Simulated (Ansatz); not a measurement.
Here is the system:

Be3N2:
```yaml
crystal:
  lattice:
    - [2.83718, 0.00000, 0.00000]
    - [-1.41859, 2.45707, 0.00000]
    - [0.00000, 0.00000, 9.70995]
  atoms:
    - { symbol: Be, position: [0.33333, 0.66667, 0.07825] }
    - { symbol: Be, position: [0.66667, 0.33333, 0.92175] }
    - { symbol: Be, position: [0.66667, 0.33333, 0.57825] }
    - { symbol: Be, position: [0.33333, 0.66667, 0.42175] }
    - { symbol: Be, position: [0.00000, 0.00000, 0.25000] }
    - { symbol: Be, position: [0.00000, 0.00000, 0.75000] }
    - { symbol: N, position: [0.00000, 0.00000, 0.00000] }
    - { symbol: N, position: [0.00000, 0.00000, 0.50000] }
    - { symbol: N, position: [0.33333, 0.66667, 0.25000] }
    - { symbol: N, position: [0.66667, 0.33333, 0.75000] }
```

This is the PBEsol-relaxed structure. Tensor components refer to the Cartesian frame of this cell.

### Question
All from PBEsol (plane waves, PAW; program Ansatz), unless another level is named. Predict the bulk modulus (Birch–Murnaghan fit).

### Answer
217 GPa.

### Question
Give the elastic constants (relaxed ions, GPa).

### Answer
C11 = 483, C12 = 128, C13 = 75.7, C33 = 443, C44 = 172.

Space group P6_3/mmc. The workflow started from a Materials Project entry (that database holds measured and hypothetical structures alike); the Crystallography Open Database copy checked does not list it. COD files the formula under space group No. 206. Whether it is the stable phase at ambient conditions was not checked. The PBEsol relaxation kept the symmetry of its start; whether a distortion lowers the energy is not shown.

Potentials: the later of the program's two PAW sets.
